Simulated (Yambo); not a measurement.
G0W0@LDA for KF (rock salt, space group Fm-3m, No. 225) in Yambo. Reference settings: 4×4×4 Γ-centred k mesh, 140 bands and a 14 Ry block in the screening, 140 bands in G with the Bruneval-Gonze terminator, plasmon pole fitted at 27.2 eV. The LDA gap Γ → Γ on this mesh is 6.40 eV; G0W0 gaps are taken between the same points.

Gap (Γ → Γ) in eV against the number of bands and the screening block, terminator on:

| bands (W and G) | 2 Ry | 5 Ry | 8 Ry | 11 Ry | 14 Ry |
|---|---|---|---|---|---|
| 27 | 10.908 | 10.677 | 10.659 | 10.671 | 10.686 |
| 46 | 10.755 | 10.540 | 10.549 | 10.574 | 10.592 |
| 73 | 10.701 | 10.497 | 10.524 | 10.559 | 10.582 |
| 107 | 10.684 | 10.482 | 10.514 | 10.555 | 10.578 |
| 140 | 10.679 | 10.476 | 10.511 | 10.554 | 10.578 |

Rough cost of the Yambo step against the reference (shared machines):

| bands (W and G) | 2 Ry | 5 Ry | 8 Ry | 11 Ry | 14 Ry |
|---|---|---|---|---|---|
| 27 | 1/9 | 1/8 | 1/7 | 1/6 | 1/5 |
| 46 | 1/5 | 1/5 | 1/4 | 1/4 | 1/3 |
| 73 | 1/4 | 1/3 | 1/3 | 1/2 | ~1 |
| 107 | 1/3 | 1/2 | 1/2 | ~1 | ~1 |
| 140 | ~1 | ~1 | ~1 | ~1 | 1 |

At the largest block the last step in bands moves the gap by 0.000 eV; at the most bands the last step in the block moves it by 0.024 eV.

Geometry relaxed with LDA; primitive cell a = b = c = 3.647 Å, α = β = γ = 60.00°.
